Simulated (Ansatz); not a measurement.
## ScCu under compression and expansion

```
CELL_PARAMETERS angstrom
3.25600 0.00000 0.00000
0.00000 3.25600 0.00000
0.00000 0.00000 3.25600
ATOMIC_POSITIONS crystal
Sc 0.50000 0.50000 0.50000
Cu 0.00000 0.00000 0.00000
```

The cell comes from COD entry 1523972, which wasn't checked; take it as a given geometry.

Levels of theory: DFT, LDA, all-electron LAPW, scalar-relativistic (Ansatz 0.2.0); DFT, LDA, PAW with Ansatz's default frozen-core files, scalar-relativistic (Ansatz 0.2.0).

For LAPW: a Γ-centred 11×11×11 k mesh, Fermi–Dirac smearing of 0.05 eV, basis error target 0.5 meV/atom, no spin polarisation. PAW takes a cutoff of 420 eV at this cell (files made with PBE, cores remade for this functional). The Ansatz runs share mesh, smearing and spin set-up. Plane-wave (PAW) pressures include the program's estimate of the Pulay term.

The cell above is scaled evenly, with fractional coordinates and shape held.

```tsv
V/V(cell)	V (Å³/atom)	P, LAPW (GPa)	P, PAW (GPa)
0.9400	16.224	-2.30	-2.30
0.9600	16.569	-4.27	-4.27
0.9800	16.914	-6.03	-6.03
0.9900	17.087	-6.84	-6.84
1.0000	17.259	-7.60	-7.61
1.0100	17.432	-8.32	-8.33
1.0200	17.604	-9.00	-9.01
1.0400	17.950	-10.25	-10.26
1.0600	18.295	-11.36	-11.37
```
